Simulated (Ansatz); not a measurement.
# Sb, first-principles data

Sb:
Space group Fm-3m (No. 225); a = b = c = 4.7741 Å, α = β = γ = 90.00°

```json
[
 {"atom": "Sb", "site": "4a", "symmetry": "m-3m", "x": "0.0000", "y": "0.0000", "z": "0.0000"}
]
```
(The calculation used a cell of 1 atom; values per cell refer to that cell.)

Space group Fm-3m (No. 225), fcc (Cu type); conventional cell a = b = c = 4.774 Å, α = β = γ = 90.00°.

Method: DFT-r²SCAN in the program Ansatz with PAW potentials. Geometry: relaxed at this level of theory. Other levels are named where they apply.

Cell and energy:

```yaml
volume_per_atom: 27.20 Å³
density: 7.43 g/cm³
```

Electronic structure:

```yaml
electronic_character: metallic (no gap)
Density of states at the Fermi level: 0.67 states/eV per atom (mean over ±0.08 eV)
Gap with spin–orbit coupling: none (metallic)
```

Mechanics:

```yaml
Bulk modulus (Birch–Murnaghan fit): 612 kbar
Pressure derivative B′: 4.1
Elastic constants (relaxed ions, GPa): C11 = 35.7, C12 = 73.1, C44 = -6.4
mechanical_stability: unstable (C has a negative eigenvalue)
```

The workflow started from an entry of the Crystallography Open Database (COD), which files this formula under 5 space groups. It is not the phase usual at ambient conditions (space group No. 166). The r²SCAN relaxation kept the symmetry of its start. As this level gives no gap, shear constants depend on the k-mesh and smearing (Fermi–Dirac, 0.1 eV here). Spin–orbit coupling is left out wherever it is not named.

Potentials: the later of the program's two PAW sets.
